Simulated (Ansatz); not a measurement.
**K2NaTaBr6: what symmetry allows forces and stress to be**

```xyz
10
Lattice="0.0000 5.9923 5.9923 5.9923 0.0000 5.9923 5.3305 5.3305 0.6618" Properties=species:S:1:pos:R:3 pbc="T T T"
K     8.5009    8.5009    9.4759
K     2.7985    2.7985    3.1937
Na    5.6396    5.6396    6.3449
Ta    0.0063    0.0063   -0.0063
Br    2.7273    5.8354    6.1491
Br    5.4967    5.4967    3.3692
Br    8.6153    5.4967    6.4878
Br    5.8354    2.7273    6.1491
Br    5.4967    8.6153    6.4878
Br    5.8354    5.8354    9.2572
```

All numbers below come from DFT PBE, scalar-relativistic, plane waves, PAW in Ansatz.

Plane waves to 420 eV, a k mesh through Γ of 6×6×6 on the computed 10-atom cell and Gaussian smearing (0.10 eV); collinear spin from starting moments 0 0 0 1 0 0 0 0 0 0 μB.

This distorted cell has space group R3m, with 6 operations that respect the starting moments. Operations that also reverse all spins aren't counted, and can restrict forces and stress further.

**Question.** Without a calculation: in which directions can each atom feel a force?

**Answer.** A force must be left unchanged by every operation that keeps its atom in place, so it lies in the space that those operations leave fixed. Atoms that the group maps onto each other feel forces of one size.
```json
{"atom": "K1", "site symmetry": "3m", "operations at the site": "6", "equivalent to atom": "1", "allowed force (Cartesian)": "along (-0.58, -0.58, 0.58)"}
{"atom": "K2", "site symmetry": "3m", "operations at the site": "6", "equivalent to atom": "2", "allowed force (Cartesian)": "along (-0.58, -0.58, 0.58)"}
{"atom": "Na3", "site symmetry": "3m", "operations at the site": "6", "equivalent to atom": "3", "allowed force (Cartesian)": "along (-0.58, -0.58, 0.58)"}
{"atom": "Ta4", "site symmetry": "3m", "operations at the site": "6", "equivalent to atom": "4", "allowed force (Cartesian)": "along (-0.58, -0.58, 0.58)"}
{"atom": "Br5", "site symmetry": ".m", "operations at the site": "2", "equivalent to atom": "5", "allowed force (Cartesian)": "in the plane normal to (0.00, 0.71, 0.71)"}
{"atom": "Br6", "site symmetry": ".m", "operations at the site": "2", "equivalent to atom": "6", "allowed force (Cartesian)": "in the plane normal to (0.71, -0.71, 0.00)"}
{"atom": "Br7", "site symmetry": ".m", "operations at the site": "2", "equivalent to atom": "6", "allowed force (Cartesian)": "in the plane normal to (0.00, 0.71, 0.71)"}
{"atom": "Br8", "site symmetry": ".m", "operations at the site": "2", "equivalent to atom": "5", "allowed force (Cartesian)": "in the plane normal to (0.71, 0.00, 0.71)"}
{"atom": "Br9", "site symmetry": ".m", "operations at the site": "2", "equivalent to atom": "6", "allowed force (Cartesian)": "in the plane normal to (0.71, 0.00, 0.71)"}
{"atom": "Br10", "site symmetry": ".m", "operations at the site": "2", "equivalent to atom": "5", "allowed force (Cartesian)": "in the plane normal to (0.71, -0.71, 0.00)"}
```

That leaves 8 independent force components of 30, tied by 1 condition that the forces sum to zero, so 7 remain. A relaxation in this cell that keeps the symmetry moves the atoms in these directions alone.

**Question.** And the stress tensor?

**Answer.** It must be invariant under the point group, which leaves 2 independent components: xx = yy, xx = zz, yy = zz, yz = xz. Further linear relations between components hold in this frame.

**Question.** Do the computed values obey this?

**Answer.** Yes. Forces (eV/Å):
```
K1  -0.045 -0.045  0.045
K2   0.046  0.046 -0.046
Na3  0.034  0.034 -0.034
Ta4 -0.012 -0.012  0.012
Br5 -0.574  0.160 -0.160
Br6 -0.151 -0.151 -0.532
Br7  0.532 -0.151  0.151
Br8  0.160 -0.574 -0.160
Br9 -0.151  0.532  0.151
Br10 0.160  0.160  0.574
```

Stress (GPa, compression positive, xx yy zz yz xz xy): -1.83 -1.83 -1.83 -0.83 -0.83 0.83. The program imposes the same operations on density, forces and stress, so this confirms the analysis and is no independent test of the calculation.

Spin-orbit coupling is left out, which matters for the bands of heavy elements.